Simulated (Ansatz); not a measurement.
A short bond in ScSi₂

```yaml
crystal:
  lattice:
    - [3.66000, 0.00000, 0.00000]
    - [-1.83000, 3.16965, 0.00000]
    - [0.00000, 0.00000, 3.87000]
  atoms:
    - { symbol: Sc, position: [0.00000, 0.00000, 0.00000] }
    - { symbol: Si, position: [0.33333, 0.66667, 0.50000] }
    - { symbol: Si, position: [0.66667, 0.33333, 0.50000] }
```

The cell is entry 1538810 of the Crystallography Open Database, unrelaxed.

Its shortest bond, of 2.113 Å between atom 2 (Si) and the nearest image of atom 3 (Si), is scaled by moving both atoms along it, with the cell held and the other atoms too. The force apart is half the difference of the two atoms' forces along the bond; it holds the pull and push of their other neighbours too.

All numbers are PBE results (scalar-relativistic) from Ansatz 0.2.0, with a Γ-centred 10×10×8 k mesh, Fermi–Dirac smearing of 0.05 eV, no spin polarisation. Methods: LAPW: all electrons, basis error target 1 meV/atom; PAW: frozen-core files, cutoff 420 eV; norm-conserving: pseudopotentials, cutoff 1061 eV; PAW (cutoff 600 eV): frozen-core files, cutoff 600 eV.

Energies are extrapolated to zero smearing and count from the unscaled cell; pressure is positive in compression; gaps take the mesh and a band path. No temperature or zero-point motion is included.

| bond (Å) | force apart (eV/Å) | P LAPW (GPa) | ΔE LAPW (eV/atom) | P PAW − LAPW (GPa) | ΔE PAW − LAPW (meV/atom) | force PAW − LAPW (eV/Å) |
| --- | --- | --- | --- | --- | --- | --- |
| 2.113 | 0.00 | 25.1 | 0.000 | 0.10 | 0.0 | 0.000 |
| 1.986 | 3.81 | ? | 0.076 | 0.10 | 0.0 | 0.003 |
| 1.606 | 28.77 | 59.1 | 1.841 | 0.18 | 1.1 | 0.035 |
| 1.479 | 45.39 | ? | 3.388 | 0.39 | 4.5 | 0.145 |

Problem. Give the missing entry: row "1.479", column "P LAPW (GPa)".

Solution. 81.3.

Problem. Fill in "P LAPW (GPa)" for the row "1.986".

Solution. 26.8.

Problem. At the last bond length, how far do norm-conserving and PAW (cutoff 600 eV) lie from LAPW in pressure and in the largest force component?

Solution. norm-conserving: -1.66 GPa, 0.723 eV/Å; PAW (cutoff 600 eV): +0.38 GPa, 0.124 eV/Å, on a LAPW pressure of 81.3 GPa.

Problem. How do the Löwdin populations by LAPW change from the unscaled cell to the last row, on the two atoms of the bond?

Solution. Si2 3s 1.06 → 1.02, Si2 3p 3.12 → 3.21, Si3 3s 1.06 → 1.02, Si3 3p 3.12 → 3.21 electrons an atom. These are projections on the shells that the free atoms fill; 0.22 e a cell lies outside them at the start and 0.24 e at the end.
